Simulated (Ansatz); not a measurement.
BaCuSF:
```
CELL_PARAMETERS angstrom
      4.09287     0.00000     0.00000
      0.00000     4.09287     0.00000
      0.00000     0.00000     9.06821
ATOMIC_POSITIONS crystal
  Ba 0.00000 0.50000 0.82095
  Ba 0.50000 0.00000 0.17905
  Cu 0.50000 0.50000 0.50000
  Cu 0.00000 0.00000 0.50000
  S  0.00000 0.50000 0.35675
  S  0.50000 0.00000 0.64325
  F  0.50000 0.50000 0.00000
  F  0.00000 0.00000 0.00000
```

Relaxed with r²SCAN. Special points in fractions of this cell's reciprocal vectors: Γ (0.000, 0.000, 0.000); X (0.000, 0.500, 0.000); M (0.500, 0.500, 0.000); Z (0.000, 0.000, 0.500); R (0.000, 0.500, 0.500); A (0.500, 0.500, 0.500).

### Question
List the band energies nearest the valence-band maximum at these points for r²SCAN with spin–orbit coupling (plane waves, PAW; program Ansatz).

### Answer
In eV from the valence-band maximum; about four levels below and three above (degenerate sets whole), none deeper than 8.9 eV; points with the same levels are listed once.

| k | below | above |
|---|---|---|
| Γ | -0.03 -0.03 0.00 0.00 | 1.84 1.84 2.29 2.29 |
| X | -0.55 -0.55 -0.55 -0.55 | 2.63 2.63 2.63 2.63 |
| M | -1.08 -1.08 -1.08 -1.08 | 3.42 3.42 3.42 3.42 |
| Z | -0.03 -0.03 -0.01 -0.01 | 2.09 2.09 2.17 2.17 |
| R | -0.54 -0.54 -0.54 -0.54 | 2.79 2.79 2.79 2.79 |
| A | -1.08 -1.08 -1.08 -1.08 | 3.61 3.61 3.61 3.61 |

Space group P4/nmm. The first step of the workflow began from a Materials Project structure, measured or hypothetical; the Crystallography Open Database copy checked does not list it. Whether it is the stable phase at ambient conditions was not checked. The r²SCAN relaxation kept the symmetry of its start; its stability against distortions is not shown here. No spin polarisation was allowed. No Hubbard U is applied.

Potentials: the later of the program's two PAW sets.
